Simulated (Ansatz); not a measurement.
## Piezoelectric tensor of SiC

All numbers below come from DFT PBE, scalar-relativistic, plane waves, PAW in Ansatz 0.2.0. Cutoff 420 eV, 8×8×8 k-points (Γ-centred), fixed occupations. No spin polarisation.

The cell is fixed (symmetry leaves no force on the atoms) and stands under 0.1 GPa:
```xyz
2
Lattice="0.0000 2.1897 2.1897 2.1897 0.0000 2.1897 2.1897 2.1897 0.0000" Properties=species:S:1:pos:R:3 pbc="T T T"
C     0.0000    0.0000    0.0000
Si    1.0949    1.0949    1.0949
```

The cell is the ideal cubic zincblende prototype.

Problem. Give the relaxed-ion proper piezoelectric stress tensor e_iJ (C/m², Voigt columns xx yy zz yz xz xy).

Solution.
```
x   0.000 0.000 0.000 0.086 0.000 0.000
y   0.000 0.000 0.000 0.000 0.086 0.000
z   0.000 0.000 0.000 0.000 0.000 0.086
```
Signs follow the orientation of the cell as given.

Problem. With the elastic constants (GPa, Voigt order)
```
383.1 127.3 127.3   0.0   0.0   0.0
127.3 383.1 127.3   0.0   0.0   0.0
127.3 127.3 383.1   0.0   0.0   0.0
  0.0   0.0   0.0 239.2   0.0   0.0
  0.0   0.0   0.0   0.0 239.2   0.0
  0.0   0.0   0.0   0.0   0.0 239.2
```
find the strain coefficients d = e·C⁻¹ (pC/N).

Solution.
```
x   0.00 0.00 0.00 0.36 0.00 0.00
y   0.00 0.00 0.00 0.00 0.36 0.00
z   0.00 0.00 0.00 0.00 0.00 0.36
```

Cost: 1 run of about 0.21 core-minutes, on Intel Xeon 6975P-C (Granite Rapids) (shared hosts).